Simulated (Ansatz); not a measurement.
Cells of Sr relaxed with r2SCAN (plane waves to 500 eV, PAW, scalar-relativistic; Ansatz, a program for electronic structure), each with a space-group label. One label is wrong.

**A**, labelled Pm-3n (No. 223)
```xyz
8
Lattice="7.6860 0.0000 0.0000 0.0000 7.6860 0.0000 0.0000 0.0000 7.6860" Properties=species:S:1:pos:R:3 pbc="T T T"
Sr     1.9215     0.0000     3.8430
Sr     5.7645     0.0000     3.8430
Sr     0.0000     3.8430     1.9215
Sr     0.0000     3.8430     5.7645
Sr     3.8430     1.9215     0.0000
Sr     3.8430     5.7645     0.0000
Sr     0.0000     0.0000     0.0000
Sr     3.8430     3.8430     3.8430
```

**B**, labelled I4₁/amd (No. 141)
```
CELL_PARAMETERS angstrom
     -3.71789     3.71789     2.01325
      3.71789    -3.71789     2.01325
      3.71789     3.71789    -2.01325
ATOMIC_POSITIONS crystal
  Sr 0.75000 0.25000 0.50000
  Sr 0.00000 0.00000 0.00000
```

**C**, labelled Fmmm (No. 69)
```xyz
2
Lattice="0.0000 3.5104 7.4395 2.1837 0.0000 7.4395 2.1837 3.5104 0.0000" Properties=species:S:1:pos:R:3 pbc="T T T"
Sr     2.1837     3.5104    12.9192
Sr     2.1837     3.5104     1.9599
```

**D**, labelled P6/mmm (No. 191)
```xyz
2
Lattice="0.0000 4.8595 4.8595 4.8595 0.0000 4.8595 4.8595 4.8595 0.0000" Properties=species:S:1:pos:R:3 pbc="T T T"
Sr     7.2892     7.2892     7.2892
Sr     4.8595     4.8595     4.8595
```

### Question
Which label is wrong, and what should it be (tolerance 0.01 Å)?

### Answer
D: its symmetry is Fd-3m, origin choice 1 (No. 227), cF8, diamond type; a = b = c = 9.7189 Å, α = β = γ = 90.00°.

Each run could gain symmetry but not lose that of its start, so entries can be saddle points. All of these are generated cells (placed on structure types, drawn at random, substituted or restacked) that were not matched to a known phase here.

No spin polarisation in the result.
